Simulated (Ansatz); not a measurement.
# Uniaxial strain in BN

Cell: an entry of the Crystallography Open Database (COD), whose atoms a relaxation with PBE at fixed cell left in place.

```
B N
1.0
     2.54000    0.00000    0.00000
    -1.27000    2.19970    0.00000
     0.00000    0.00000    6.59800
B N
2 2
Direct
  0.33333 0.66667 0.25000
  0.66667 0.33333 0.75000
  0.33333 0.66667 0.75000
  0.66667 0.33333 0.25000
```

Atom numbers follow the list; atoms alike are taken as one site, whose name carries the number of the first.

Level of theory: DFT, PBE, plane waves and PAW, scalar-relativistic, 420 eV cutoff, Γ-centred 13×13×5 k-points, Fermi–Dirac smearing 0.02 eV (Ansatz 0.2.0).

The cell is stretched along z (the third Cartesian axis of the run's cell), x and y held, and the ions relax again each time. Tension counts as positive.

| strain along z (%) | stress along z (GPa) | stress along x (GPa) | gap on the k-mesh (eV) |
| --- | --- | --- | --- |
| -3 | -4.2 | 11.4 | 4.18 |
| -2 | ? | ? | ? |
| -1 | -3.4 | 11.2 | 4.20 |
| 0 | -3.0 | 11.2 | 4.21 |
| +1 | -2.7 | 11.1 | 4.23 |
| +2 | -2.4 | 11.0 | 4.24 |
| +3 | -2.2 | 10.9 | 4.26 |

Q: Estimate the row at -2 % from the others.

A: stress along z (GPa): -3.8; stress along x (GPa): 11.3; gap on the k-mesh (eV): 4.19. Worked: parabolas through the other 6 rows give -3.8 and 11.3 GPa at -2 %. Their slopes at zero strain are 35 GPa (the stiffness along z) and -9 GPa (the coupling of z to x). They hold at this cell, where the calculated pressure is -6.4 GPa. The gap opens by 13 meV per per cent of stretch between the rows next to zero strain; the parabola gives 4.19 eV for the withheld row.

PBE gaps are too small, by a third to a half in many semiconductors; their changes with strain are better.

All values belong to this cell and structure model.
